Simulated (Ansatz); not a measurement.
Property card for Ga$_{2}$GeSe$_{2}$

Computed with Ansatz 0.2.0, DFT PBE, scalar-relativistic, plane waves, PAW.

Settings: cutoff 420 eV, Γ-centred mesh 12×12×4 on the computed 5-atom cell, Gaussian smearing of 0.10 eV; no spin polarisation.

The structure is relaxed at this level of theory with its symmetry kept, and needn't be the ground state of this composition.

```cif
data_structure
_symmetry_space_group_name_H-M 'P-3m1'
_symmetry_Int_Tables_number 164
_cell_length_a 3.7075
_cell_length_b 3.7075
_cell_length_c 9.8550
_cell_angle_alpha 90.000
_cell_angle_beta 90.000
_cell_angle_gamma 120.000
_cell_volume 117.31
loop_
_atom_site_label
_atom_site_type_symbol
_atom_site_symmetry_multiplicity
_atom_site_Wyckoff_symbol
_atom_site_fract_x
_atom_site_fract_y
_atom_site_fract_z
_atom_site_occupancy
Ga1 Ga 2 d 0.33333 0.66667 0.19630 1
Ge1 Ge 1 a 0.00000 0.00000 0.00000 1
Se1 Se 2 d 0.33333 0.66667 0.67209 1
```

| Item | Value |
| --- | --- |
| Space group | P-3m1 (No. 164) |
| Volume per atom | 23.46 Å³ |
| Formation energy from the elements' standard states (uncorrected) | -0.184 eV/atom |
| Kohn–Sham band gap | none (metal) |
| Density of states at the Fermi level | 3.1 states/eV per cell |
| Orbital (Löwdin) character within 0.5 eV of the Fermi level | Se 4p 41 %, Ge 4p 37 %, Ga 4p 10 % |
| Bader charge by site (e) | Ga (2 in the cell) 0.59, Ge (1 in the cell) 0.02, Se (2 in the cell) -0.60 |

The cell holds layers, chains or molecules and no dispersion correction was added, so their binding is poorly described.

The cell was found from a structure generator's guess, not taken from experiment. Löwdin shares on free-atom orbitals overweight diffuse shells.
